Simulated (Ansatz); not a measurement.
C in space group P4_2/mmc (No. 131; C on 2e, C on 4i) at seven volumes, PBE (plane waves, PAW; program Ansatz), shape and atoms relaxed at each. One row is withheld.

```
V (Å³/atom)  P (GPa)
-----------  -------
6.140          35.75
6.343          22.10
6.545          10.32
6.748           0.00
6.950          -9.01
7.153              ?
7.355         -23.16
```

**Question.** Fit the shown pressures and predict the withheld one.

**Answer.** P = (3/2)B₀(x^(7/2) − x^(5/2))[1 + (3/4)(B′ − 4)(x − 1)] with x = (V₀/V)^(2/3). Least squares on the six rows gives V₀ = 6.748 Å³/atom, B₀ = 317 GPa, B′ = 3.79. At V = 7.153, x = 0.9619 and P = -16.54 GPa. The run itself gave -16.60 GPa.

The start of the workflow was typed in or built on a structure type; neither database checked (COD, Materials Project) lists it. It is not the phase usual at ambient conditions (space group No. 194, 227). The PBE relaxation kept the symmetry of its start; whether a distortion lowers the energy is not shown.

Potentials: the later of the program's two PAW sets.
